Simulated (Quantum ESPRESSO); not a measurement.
**Band energies of BaTiO3**

```
BaTiO3
1.0
    4.00768     0.00000     0.00000
    0.00000     4.00768     0.00000
    0.00000     0.00000     4.00768
O Ti Ba
3 1 1
Direct
  0.50000   0.00000   0.00000
  0.00000   0.50000   0.00000
  0.00000   0.00000   0.50000
  0.00000   0.00000   0.00000
  0.50000   0.50000   0.50000
```

LDA (Quantum ESPRESSO, PseudoDojo norm-conserving, 84 Ry, without SOC); path ΓXMΓRX,MR; energies in eV from the valence-band maximum.

| k (1/Å) | point | band 16 | band 17 | band 18 | band 19 | band 20 | band 21 | band 22 | band 23 |
|---|---|---|---|---|---|---|---|---|---|
| 0.00 | Γ | -1.12 | -1.12 | -0.12 | -0.12 | -0.12 | 1.74 | 1.74 | 1.74 |
| 0.20 |  | -1.29 | -1.25 | -0.51 | -0.23 | -0.23 | 1.76 | 2.06 | 2.06 |
| 0.59 |  | -1.78 | -1.78 | -1.74 | -0.62 | -0.62 | 1.85 | 3.28 | 3.28 |
| 0.78 | X | -1.90 | -1.83 | -1.83 | -0.69 | -0.69 | 1.87 | 3.51 | 3.51 |
| 0.98 |  | -1.96 | -1.74 | -1.08 | -0.93 | -0.89 | 2.16 | 3.51 | 3.53 |
| 1.37 |  | -2.56 | -1.60 | -0.99 | -0.93 | -0.15 | 3.31 | 3.52 | 3.84 |
| 1.57 | M | -2.67 | -1.72 | -0.84 | -0.84 | -0.05 | 3.53 | 3.53 | 3.95 |
| 1.75 |  | -2.60 | -1.61 | -1.02 | -0.86 | -0.13 | 3.41 | 3.44 | 3.84 |
| 2.12 |  | -2.06 | -1.47 | -1.01 | -0.94 | -0.45 | 2.67 | 2.81 | 3.06 |
| 2.31 |  | -1.66 | -1.10 | -1.08 | -0.54 | -0.43 | 2.23 | 2.35 | 2.54 |
| 2.68 | Γ | -1.12 | -1.12 | -0.12 | -0.12 | -0.12 | 1.74 | 1.74 | 1.74 |
| 3.02 |  | -1.74 | -1.08 | -0.97 | -0.45 | -0.45 | 2.24 | 2.31 | 2.31 |
| 3.36 |  | -2.33 | -2.33 | -0.69 | -0.69 | -0.59 | 3.17 | 3.18 | 3.18 |
| 3.69 |  | -2.39 | -2.39 | -0.35 | -0.35 | -0.18 | 3.91 | 3.91 | 3.91 |
| 4.03 | R | -2.35 | -2.35 | 0.00 | 0.00 | 0.00 | 4.20 | 4.20 | 4.20 |
| 4.19 |  | -2.36 | -2.36 | -0.12 | -0.08 | -0.03 | 4.11 | 4.14 | 4.14 |
| 4.51 |  | -2.40 | -2.27 | -0.75 | -0.47 | -0.35 | 3.51 | 3.81 | 3.83 |
| 4.83 |  | -2.32 | -1.43 | -1.06 | -0.97 | -0.97 | 2.52 | 3.55 | 3.56 |
| 5.14 | X | -1.90 | -1.83 | -1.83 | -0.69 | -0.69 | 1.87 | 3.51 | 3.51 |
| 5.14 | M | -2.67 | -1.72 | -0.84 | -0.84 | -0.05 | 3.53 | 3.53 | 3.95 |
| 5.30 |  | -2.62 | -2.00 | -0.79 | -0.79 | -0.05 | 3.58 | 3.58 | 3.97 |
| 5.61 |  | -2.40 | -2.40 | -0.37 | -0.37 | -0.02 | 3.94 | 3.94 | 4.11 |
| 5.93 | R | -2.35 | -2.35 | 0.00 | 0.00 | 0.00 | 4.20 | 4.20 | 4.20 |

The LDA gap is indirect, 1.74 eV, from R to Γ; the smallest direct gap is 1.85 eV.

The cell is held in this high symmetry; tilts and polar distortions were not searched.

Geometry of the Materials Project entry, not relaxed at this level.

This is not the ordinary phase of the substance.
